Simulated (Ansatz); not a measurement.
LaB₆:
```
LaB6
1.0
    4.12986     0.00000     0.00000
    0.00000     4.12986     0.00000
    0.00000     0.00000     4.12986
La B
1 6
Direct
  0.00000   0.00000   0.00000
  0.19966   0.50000   0.50000
  0.50000   0.19966   0.50000
  0.80034   0.50000   0.50000
  0.50000   0.80034   0.50000
  0.50000   0.50000   0.19966
  0.50000   0.50000   0.80034
```

Relaxed with PBEsol. Special points in fractions of this cell's reciprocal vectors: Γ (0.000, 0.000, 0.000); X (0.000, 0.500, 0.000); M (0.500, 0.500, 0.000); R (0.500, 0.500, 0.500).

Problem. List the band energies nearest the Fermi level at these points for DFT-PBEsol in the program Ansatz with PAW potentials.

Solution. In eV from the Fermi level; about four levels below and three above (degenerate sets whole), none deeper than 8.9 eV; points with the same levels are listed once.

```
k                                below                above
-  -----------------------------------  -------------------
Γ        -6.94 -6.94 -1.85 -1.85 -1.85       0.21 0.21 0.21
X        -3.45 -3.45 -3.16 -2.54 -1.46       1.50 1.63 1.63
M              -4.49 -4.49 -2.86 -2.86       1.04 1.04 2.00
R  -4.69 -4.69 -4.69 -2.36 -2.36 -2.36  1.50 1.80 1.80 1.80
```

Space group Pm-3m. Symmetry was held in the PBEsol relaxation; of distortions, only those at the zone centre were tested. Spin–orbit coupling is left out wherever it is not named.

Potentials: the later of the program's two PAW sets.
